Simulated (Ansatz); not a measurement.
Given:

Al2Cu:
```
CELL_PARAMETERS angstrom
      0.00000     3.65610     3.65610
      3.65610     0.00000     3.65610
      3.65610     3.65610     0.00000
ATOMIC_POSITIONS crystal
  Al 0.62500 0.62500 0.62500
  Al 0.12500 0.62500 0.62500
  Al 0.62500 0.12500 0.62500
  Al 0.62500 0.62500 0.12500
  Cu 0.25000 0.25000 0.25000
  Cu 0.00000 0.00000 0.00000
```

This is the PBE-relaxed structure.

Question: All from plane-wave PAW PBE (Ansatz code), unless another level is named. Estimate the density of states at the Fermi level.

Answer: 0.45 states/eV per atom (mean over ±0.08 eV).

Question: And the formation energy from the elements (no fitted shifts)?

Answer: 0.33 eV/atom.

Space group Fd-3m (cubic Laves (MgCu2 type)). The cell is a constructed one: a structure type filled with these elements; neither database checked (COD, Materials Project) lists it. It is not the phase usual at ambient conditions (space group No. 140). The PBE relaxation kept the symmetry of its start; whether a distortion lowers the energy is not shown. No spin polarisation was allowed. The references are the lowest solids computed at this level, not always the standard phases.

Potentials: the later of the program's two PAW sets.
